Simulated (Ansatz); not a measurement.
The calculation used DFT PBE, scalar-relativistic, plane waves, PAW (Ansatz 0.2.0). All cells share a 420 eV cutoff and Γ-centred k meshes spaced at most about 0.3 Å⁻¹ (about 0.25 or finer for metals, 2π included). No spin polarisation in the final relaxations.

Temperature and zero-point effects are left out. All come from trial cells, and lower structures may exist.

Task: Which of these relaxed structures of Li2H is the lowest in energy?
1.

```
Li H
1.0
     2.85170    0.00000    0.00000
     0.00000    2.85170    0.00000
     0.00000    0.00000    4.24105
Li H
2 1
Direct
  0.00000 0.00000 0.00000
  0.50000 0.50000 0.50000
  0.50000 0.50000 0.00000
```

2.

```
Li H
1.0
     2.80862    0.00000    0.00000
    -1.40431    2.43234    0.00000
     0.00000    0.00000   10.24584
Li H
4 2
Direct
  0.33333 0.66667 0.37209
  0.66667 0.33333 0.87209
  0.33333 0.66667 0.12791
  0.66667 0.33333 0.62791
  0.00000 0.00000 0.25000
  0.00000 0.00000 0.75000
```

3.

```
Li H
1.0
     2.83736    0.00000    0.00000
    -1.41868    2.45723    0.00000
     0.00000    0.00000    4.98847
Li H
2 1
Direct
  0.33333 0.66667 0.26430
  0.66667 0.33333 0.73570
  0.00000 0.00000 0.50000
```

Result: 3. It has the anti-cadmium iodide type, space group P-3m1 (No. 164); the next, 2, with space group P6_3/mmc (No. 194), lies 38 meV/atom higher. Counting H atoms around Li (those within 1.25 times the shortest such distance or 1.15 times the sum of covalent radii), the lowest and the next both have Li 3.

With hydrogen, zero-point motion can shift such differences by 10 meV/atom or more. A magnetic state wasn't ruled out in cells without spin, among them P-3m1, P4/mmm. Cells relaxed within their symmetry can be saddle points. Some candidate types were left out of the draw beforehand, so a known form may be missing.
